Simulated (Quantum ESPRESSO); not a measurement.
## Kohn-Sham bands of VN (P-6m2)

```xyz
2
Lattice="2.7339 0.0000 0.0000 -1.3670 2.3676 0.0000 0.0000 0.0000 2.6414" Properties=species:S:1:pos:R:3 pbc="T T T"
V     -1.3670     0.7892     0.0000
N      1.3670    -0.7892     1.3207
```

Structure: Materials Project mp-1018027, symmetrised, not relaxed again. Not found in the COD (Crystallography Open Database) copy used, which has the formula in other groups; not checked further. Computed values, not measurements, from PBEsol: Quantum ESPRESSO (norm-conserving PseudoDojo potentials, cutoff 68 Ry, no spin polarisation, no spin-orbit coupling) on a Γ-centred 12×12×10 mesh, then Wannier90. Density: 18×18×12 mesh, cold smearing 0.01 Ry. A non-magnetic state is assumed, with no Hubbard U on the 3d ions.

### Question
List the Kohn-Sham levels between −8 and 3.0 eV relative to the Fermi level at the high-symmetry points, as a band run of pw.x on that density gives them (levels within 2 meV counted together).

### Answer
```csv
point,k (reciprocal lattice),levels (eV)
Γ,0.000 0.000 0.000,"-3.51 (×2), -2.84, -1.59, 1.86 (×2)"
M,0.500 0.000 0.000,"-7.59, -3.84, -2.40, -2.19, 1.45, 2.66, 2.74"
K,0.333 0.333 0.000,"-6.29, -5.60, -3.79, 0.45, 0.56, 1.31, 1.93"
A,0.000 0.000 0.500,"-2.64 (×2), -0.14 (×2), 2.23, 2.94 (×2)"
L,0.500 0.000 0.500,"-6.49, -5.80, -4.63, 0.05, 2.52, 2.95"
H,0.333 0.333 0.500,"-7.30, -6.18, -3.50, -0.22, 2.66"
```
